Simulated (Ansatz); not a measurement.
CsSnI3 (cubic perovskite)

Space group Pm-3m (No. 221); a = 6.1304 Å, b = 6.1304 Å, c = 6.1304 Å, α = 90.00°, β = 90.00°, γ = 90.00°

| atom | site | symmetry | x | y | z |
|---|---|---|---|---|---|
| Cs | 1a | m-3m | 0.0000 | 0.0000 | 0.0000 |
| Sn | 1b | m-3m | 0.5000 | 0.5000 | 0.5000 |
| I | 3c | 4/mm.m | 0.0000 | 0.5000 | 0.5000 |

Grid over V/V₀ and (c/a)/(c/a)₀, subscript 0 meaning the relaxed cell; the conventional c axis lies along z; no internal relaxation.

Method: PBEsol (plane waves to 420 eV, PAW, scalar-relativistic; Ansatz, a program for electronic structure). k mesh 8×8×8 (Γ-centred), Fermi-Dirac smearing 0.05 eV. Stress and pressure are positive under compression. CsSnI3 was relaxed with its symmetry unable to fall. Spin-orbit coupling is left out, though I is heavy. This is a high-temperature form of CsSnI3. 

Q: What σzz (GPa) does the calculation give at all points of the grid V/V₀ = 0.920, 0.960, 1.000, 1.040, 1.080 by (c/a)/(c/a)₀ = 0.960, 0.980, 1.000, 1.020, 1.040?

A: σzz (GPa), with V/V₀ across and (c/a)/(c/a)₀ down:

```csv
(c/a)/(c/a)₀ \ V/V₀,0.920,0.960,1.000,1.040,1.080
0.960,3.56,2.27,1.23,0.40,-0.27
0.980,2.64,1.49,0.57,-0.16,-0.75
1.000,1.84,0.81,0.00,-0.64,-1.16
1.020,1.15,0.23,-0.49,-1.06,-1.51
1.040,0.53,-0.28,-0.91,-1.41,-1.80
```

(Under strain, the slope of the energy per volume gives the stress and its curvature an elastic modulus.)
